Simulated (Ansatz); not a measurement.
TiSi:
```yaml
crystal:
  lattice:
    - [6.45388, 0.00000, 0.00000]
    - [0.00000, 3.62092, 0.00000]
    - [0.00000, 0.00000, 4.96428]
  atoms:
    - { symbol: Ti, position: [0.67604, 0.25000, 0.37068] }
    - { symbol: Ti, position: [0.32396, 0.75000, 0.62932] }
    - { symbol: Ti, position: [0.82396, 0.75000, 0.87068] }
    - { symbol: Ti, position: [0.17604, 0.25000, 0.12932] }
    - { symbol: Si, position: [0.54421, 0.25000, 0.85354] }
    - { symbol: Si, position: [0.45579, 0.75000, 0.14646] }
    - { symbol: Si, position: [0.95579, 0.75000, 0.35354] }
    - { symbol: Si, position: [0.04421, 0.25000, 0.64646] }
```

Relaxed with PBEsol. Special points in fractions of this cell's reciprocal vectors: Γ (0.000, 0.000, 0.000); X (0.500, 0.000, 0.000); S (0.500, 0.500, 0.000); Y (0.000, 0.500, 0.000); Z (0.000, 0.000, 0.500); U (0.500, 0.000, 0.500); R (0.500, 0.500, 0.500); T (0.000, 0.500, 0.500).

Question: List the band energies nearest the Fermi level at these points for PBEsol in the plane-wave PAW code Ansatz.

Answer: In eV from the Fermi level; about four levels below and three above (degenerate sets whole), none deeper than 8.9 eV; points with the same levels are listed once.

```csv
k,below,above
Γ,-0.71 -0.50 -0.35 -0.21,0.33 0.59 0.65
X,-0.76 -0.76 -0.47 -0.47,0.39 0.39 0.63 0.63
S,-1.71 -1.71 -1.71 -1.71,1.73 1.73 1.73 1.73
Y,-1.64 -1.64 -1.63 -1.63,1.48 1.48 1.81 1.81
Z,-0.88 -0.88 -0.26 -0.26,0.44 0.44 0.76 0.76
U,-0.94 -0.94 -0.67 -0.67,0.42 0.42 0.74 0.74
R,-1.36 -1.36 -1.36 -1.36,1.31 1.31 1.31 1.31
T,-0.45 -0.45 -0.03 -0.03,0.76 0.76 1.78 1.78
```

Space group Pnma. The first step of the workflow began from a Materials Project structure, measured or hypothetical; the Crystallography Open Database copy checked does not list it. COD files the formula under space group No. 25, so this cell is another polymorph or a model. Whether it is the stable phase at ambient conditions was not checked. The cell was relaxed with PBEsol under the symmetry of its start; of distortions, only those at the zone centre were tested. No spin polarisation was allowed.

Potentials: the later of the program's two PAW sets.
